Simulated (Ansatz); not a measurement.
SrTa₂O₇F₂ in Ansatz, relaxation

input.yaml:

```yaml
crystal:
  lattice:
    - [0.0, 3.915887, 0.0]
    - [3.915887, 0.0, 0.0]
    - [1.957944, 1.957944, -9.021639]
  atoms:
    - { symbol: Ta, position: [0.38532, 0.38532, 0.22936] }
    - { symbol: Ta, position: [0.61468, 0.61468, 0.77064] }
    - { symbol: O, position: [0.2817, 0.2817, 0.4366] }
    - { symbol: O, position: [0.7183, 0.7183, 0.5634] }
    - { symbol: O, position: [0.6014, 0.1014, 0.7972] }
    - { symbol: O, position: [0.1014, 0.6014, 0.7972] }
    - { symbol: O, position: [0.3986, 0.8986, 0.2028] }
    - { symbol: O, position: [0.8986, 0.3986, 0.2028] }
    - { symbol: Sr, position: [0.0, 0.0, 0.0] }
    - { symbol: O, position: [0.5, 0.5, 0.0] }
    - { symbol: F, position: [0.75, 0.25, 0.5] }
    - { symbol: F, position: [0.25, 0.75, 0.5] }
  symmetry: { tolerance: 0.0003 }
kpoints:
  mp_grid: { grid: [5, 5, 5], shift: [0, 0, 0] }
magnetization:
  spin_polarized: false
scf:
  occupations: { method: fermi_dirac }
  lower_state_search: "off"
hamiltonian:
  pseudopotentials: { kind: paw }
  xc: r2scan
basis:
  ecutwfc: 500
  fft_grid_basis: typed
relax:
  max_steps: 40
  f_tol: 0.03
output:
  forces: true
  stress: true
  eigenvalues: true
  populations: true
  elf: true
  write_potential: true
  volumetric_format: npy
  dos:
    e_range: [-12, 8]
    de: 0.05
    projected: { site_lists: { F: [F], O: [O], Sr: [Sr], Ta: [Ta] } }
  bader: false
checkpoint:
  read: saved_state
```

The command:

```bash
ansatz run input.yaml --threads 2 --pin off --max-ram 3584MiB --backend cpu --events-out ev --progress --plain --runs-dir out
```

Origin of the cell: a known structure type with other elements, at an estimated volume, so it need not be a known compound.

The smearing width isn't typed, so it takes its default of 0.1 eV.

The saved state is a converged single point of the same cell.

Steps:

| step | ΔF (meV/atom) | max force component (eV/Å) | SCF iterations | step was |
| --- | --- | --- | --- | --- |
| 1 | 0.0 | 3.157 | 8 | accepted |
| 2 | -31.8 | 1.503 | 7 | accepted |
| 3 | -42.0 | 0.190 | 7 | accepted |
| 4 | -42.4 | 0.035 | 6 | accepted |
| 5 | -42.4 | 0.001 | 7 | accepted |

Step 1, with forces in eV/Å:

```xyz
12
Lattice="0.000 3.916 0.000 3.916 0.000 0.000 1.958 1.958 -9.022" Properties=species:S:1:pos:R:3:forces:R:3 pbc="T T T" step=1
Ta    1.958    1.958   -2.069    0.000    0.000    2.166
Ta    3.916    3.916   -6.952    0.000    0.000   -2.166
O     1.958    1.958   -3.939    0.000    0.000   -3.157
O     3.916    3.916   -5.083    0.000    0.000    3.157
O     1.958    3.916   -7.192    0.000    0.000   -0.140
O     3.916    1.958   -7.192    0.000    0.000   -0.140
O     3.916    1.958   -1.830    0.000    0.000    0.140
O     1.958    3.916   -1.830    0.000    0.000    0.140
Sr    0.000    0.000    0.000    0.000    0.000    0.000
O     1.958    1.958    0.000    0.000    0.000    0.000
F     1.958    3.916   -4.511    0.000    0.000    0.000
F     3.916    1.958   -4.511    0.000    0.000    0.000
```

Step 2, with forces in eV/Å:

```xyz
12
Lattice="0.000 3.916 0.000 3.916 0.000 0.000 1.958 1.958 -9.022" Properties=species:S:1:pos:R:3:forces:R:3 pbc="T T T" step=2
Ta    1.958    1.958   -2.084    0.000    0.000    1.132
Ta    3.916    3.916   -6.938    0.000    0.000   -1.132
O     1.958    1.958   -4.032    0.000    0.000   -1.503
O     3.916    3.916   -4.990    0.000    0.000    1.503
O     1.958    3.916   -7.196    0.000    0.000    0.056
O     3.916    1.958   -7.196    0.000    0.000    0.056
O     3.916    1.958   -1.825    0.000    0.000   -0.056
O     1.958    3.916   -1.825    0.000    0.000   -0.056
Sr    0.000    0.000    0.000    0.000    0.000    0.000
O     1.958    1.958    0.000    0.000    0.000    0.000
F     1.958    3.916   -4.511    0.000    0.000    0.000
F     3.916    1.958   -4.511    0.000    0.000    0.000
```

Step 3, with forces in eV/Å:

```xyz
12
Lattice="0.000 3.916 0.000 3.916 0.000 0.000 1.958 1.958 -9.022" Properties=species:S:1:pos:R:3:forces:R:3 pbc="T T T" step=3
Ta    1.958    1.958   -2.110    0.000    0.000   -0.190
Ta    3.916    3.916   -6.912    0.000    0.000    0.190
O     1.958    1.958   -4.141    0.000    0.000    0.075
O     3.916    3.916   -4.880    0.000    0.000   -0.075
O     1.958    3.916   -7.159    0.000    0.000   -0.143
O     3.916    1.958   -7.159    0.000    0.000   -0.143
O     3.916    1.958   -1.863    0.000    0.000    0.143
O     1.958    3.916   -1.863    0.000    0.000    0.143
Sr    0.000    0.000    0.000    0.000    0.000    0.000
O     1.958    1.958    0.000    0.000    0.000    0.000
F     1.958    3.916   -4.511    0.000    0.000    0.000
F     3.916    1.958   -4.511    0.000    0.000    0.000
```

Step 4, with forces in eV/Å:

```xyz
12
Lattice="0.000 3.916 0.000 3.916 0.000 0.000 1.958 1.958 -9.022" Properties=species:S:1:pos:R:3:forces:R:3 pbc="T T T" step=4
Ta    1.958    1.958   -2.103    0.000    0.000    0.016
Ta    3.916    3.916   -6.918    0.000    0.000   -0.016
O     1.958    1.958   -4.132    0.000    0.000    0.011
O     3.916    3.916   -4.890    0.000    0.000   -0.011
O     1.958    3.916   -7.181    0.000    0.000    0.035
O     3.916    1.958   -7.181    0.000    0.000    0.035
O     3.916    1.958   -1.841    0.000    0.000   -0.035
O     1.958    3.916   -1.841    0.000    0.000   -0.035
Sr    0.000    0.000    0.000    0.000    0.000    0.000
O     1.958    1.958    0.000    0.000    0.000    0.000
F     1.958    3.916   -4.511    0.000    0.000    0.000
F     3.916    1.958   -4.511    0.000    0.000    0.000
```

Step 5, with forces in eV/Å:

```xyz
12
Lattice="0.000 3.916 0.000 3.916 0.000 0.000 1.958 1.958 -9.022" Properties=species:S:1:pos:R:3:forces:R:3 pbc="T T T" step=5
Ta    1.958    1.958   -2.105    0.000    0.000    0.001
Ta    3.916    3.916   -6.917    0.000    0.000   -0.001
O     1.958    1.958   -4.133    0.000    0.000   -0.001
O     3.916    3.916   -4.889    0.000    0.000    0.001
O     1.958    3.916   -7.177    0.000    0.000    0.000
O     3.916    1.958   -7.177    0.000    0.000    0.000
O     3.916    1.958   -1.845    0.000    0.000    0.000
O     1.958    3.916   -1.845    0.000    0.000    0.000
Sr    0.000    0.000    0.000    0.000    0.000    0.000
O     1.958    1.958    0.000    0.000    0.000    0.000
F     1.958    3.916   -4.511    0.000    0.000    0.000
F     3.916    1.958   -4.511    0.000    0.000    0.000
```

```yaml
Free_energy_lowered_by: 42.4 meV/atom
Final_pressure: 2.43 GPa
Relaxation_steps_listed: 5
```

Caveats: no moments, though an odd count or open d shells may carry them; no spin-orbit coupling, though heavy elements are present; the SCF threshold is looser than advised for a stress; the k mesh is coarse if the cell is a metal; the relaxation held the start's symmetry, so the end may be a saddle point.

Time: 80 s on 2 threads of Arm Neoverse V1, with other jobs on the host, peak memory 0.83 GiB, from a saved density.
